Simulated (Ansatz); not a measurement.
C:
```cif
data_C12
_chemical_formula_sum 'C12'
_space_group_name_H-M_alt 'P63/mmc'
_space_group_IT_number 194
_space_group_name_Hall '-P 6c 2c'
_cell_length_a 2.50781
_cell_length_b 2.50781
_cell_length_c 12.36866
_cell_angle_alpha 90.000
_cell_angle_beta 90.000
_cell_angle_gamma 120.000
loop_
_atom_site_label
_atom_site_type_symbol
_atom_site_symmetry_multiplicity
_atom_site_Wyckoff_symbol
_atom_site_fract_x
_atom_site_fract_y
_atom_site_fract_z
_atom_site_occupancy
C1 C 4 f 0.66667 0.33333 0.14508 1
C2 C 4 f 0.66667 0.33333 0.02077 1
C3 C 4 e 0.00000 0.00000 0.18686 1
```

Relaxed with PBEsol. PBEsol in the plane-wave PAW code Ansatz gives a gap of 4.33 eV.

Problem. What gap does HSE06 give on the same cell (Ansatz, PAW)?

Solution. 5.62 eV, 1.29 eV more. The hybrid was solved on a coarser mesh and at special points; its gap is the smallest among all of these.

```csv
k,v1 PBEsol,c1 PBEsol,v1 HSE06,c1 HSE06
Γ,0.00,5.36,[?],[?]
A,-0.33,5.75,-0.34,7.21
K,-4.70,5.41,[?],[?]
H,-4.92,5.63,-5.33,7.03
M,-2.96,4.51,[?],[?]
L,-3.30,4.67,[?],[?]
```

Problem. Top valence (v1) and lowest conduction level (c1) in eV from each method's valence maximum (which need not be a listed point): supply the withheld HSE06 values.

Solution. 
- K, v1 HSE06: -5.09
- K, c1 HSE06: 6.80
- Γ, v1 HSE06: 0.00
- Γ, c1 HSE06: 6.79
- L, v1 HSE06: -3.59
- L, c1 HSE06: 5.99
- M, v1 HSE06: -3.22
- M, c1 HSE06: 5.81

Cost on shared cores: the PBEsol run (SCF on a 13×13×3 mesh, then bands and DOS) about 40 core-seconds (a rough figure), the HSE06 run (SCF on 7×7×2, then a few points) around 3 core-minutes (rough); the tasks are unlike.

Space group P6_3/mmc. The workflow started from a Materials Project entry (that database holds measured and hypothetical structures alike). Its sites differ from those of the usual phase in this space group: another stacking or structure type. The PBEsol relaxation kept the symmetry of its start; whether a distortion lowers the energy is not shown.

Potentials: the later of the program's two PAW sets.
